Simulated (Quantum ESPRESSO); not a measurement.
## AlMg2S3F (convergence and cost over cutoff and k mesh)

Computed values, not a measurement. The program is pw.x of Quantum ESPRESSO 7.5 (plane-wave density functional theory). The cell is made up: 7 atoms on a zincblende/diamond lattice with one site empty, with randomly drawn elements, strain and displacements, not relaxed. PseudoDojo standard norm-conserving files (v0.5 for PBE, v0.4.1 for LDA and PBEsol) set the functional; there is no spin polarisation, spin-orbit coupling or dispersion term, and the masses in the input are unused placeholders.

Input of the run in row 4:

```
&control calculation='scf', pseudo_dir='./dojo.nc.sr.pbe.v0_5.standard.upf', outdir='./o', disk_io='low', tprnfor=.true., tstress=.true. /
&system ibrav=0, nat=7, ntyp=4, nbnd=30, ecutwfc=84.00895049, nosym=.true., tot_charge=0,
 occupations='smearing', smearing='fd', degauss=0.0018374661
/
&electrons conv_thr=7.350e-09, electron_maxstep=60, /
ATOMIC_SPECIES
Al 1.0 Al.upf
F 1.0 F.upf
Mg 1.0 Mg.upf
S 1.0 S.upf
CELL_PARAMETERS angstrom
5.3652 -0.0182 0.0204
-0.0182 5.4092 -0.0585
0.0204 -0.0585 5.4746
ATOMIC_POSITIONS angstrom
Al 0.0408 0.0181 -0.0295
Mg 0.0426 2.667 2.7271
Mg 2.6764 2.6972 -0.066
S 1.2105 1.2634 1.2929
S 1.3539 3.9308 4.1213
S 3.986 1.291 4.1337
F 4.0352 3.9919 1.4159
K_POINTS automatic
4 4 4 1 1 1
```

The same cell was run at these settings. Meshes are shifted by half a step, and differences are from the last row, which is itself not exact.

```
cutoff (eV)     k mesh  k points solved  threshold (eV)  free energy less the last row's (eV)  pressure (GPa)  largest stress difference (GPa)  largest force difference (eV/Å)  iterations  wall time (s)  k-point pools              processor
        800  2 x 2 x 2                4           1e-04                                 1.689          -13.05                            13.18                            0.037           7              8              4  AMD EPYC, Zen 5 class
       1143  2 x 2 x 2                4           1e-07                                 0.045            0.18                             0.10                            0.031          11             11              4  AMD EPYC, Zen 5 class
        732  4 x 4 x 4               32           1e-07                                 4.307          -27.98                            28.09                            0.037          10             20              4  AMD EPYC, Zen 5 class
       1143  4 x 4 x 4               32           1e-07                                 0.002            0.09                             0.01                            0.003          11             33              4  AMD EPYC, Zen 5 class
       1437  6 x 6 x 6              108           1e-07                                 0.000            0.09                             0.00                            0.000          11            145              4  AMD EPYC, Zen 5 class
```

Each pool is one process. Wall times include start-up and a band step at six k points, which weighs most on the coarsest meshes. The runs were on shared virtual cores whose load varied, so times are rough.